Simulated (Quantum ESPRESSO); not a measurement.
```cif
data_Al4N4
_chemical_formula_sum 'N4 Al4'
_space_group_name_H-M_alt 'F-43m'
_space_group_IT_number 216
_space_group_name_Hall 'F -4 2 3'
_cell_length_a 4.37673
_cell_length_b 4.37673
_cell_length_c 4.37673
_cell_angle_alpha 90.000
_cell_angle_beta 90.000
_cell_angle_gamma 90.000
loop_
_atom_site_label
_atom_site_type_symbol
_atom_site_symmetry_multiplicity
_atom_site_Wyckoff_symbol
_atom_site_fract_x
_atom_site_fract_y
_atom_site_fract_z
_atom_site_occupancy
N1 N 4 d 0.75000 0.75000 0.75000 1
Al1 Al 4 a 0.00000 0.00000 0.00000 1
```
(The calculation used a cell of 2 atoms; values per cell refer to that cell.)

Cell and atoms were relaxed with PBEsol from Materials Project entry mp-1700, within its symmetry.

Problem. What does norm-conserving PBEsol (Quantum ESPRESSO, 84 Ry, without SOC) give for the electronic structure near the Fermi level?

Solution. The PBEsol gap is indirect, 3.19 eV, from Γ to X; the smallest direct gap is 4.07 eV. 

This is not the ordinary phase of the substance; no match was found in the copy of COD used, and its stability was not checked.
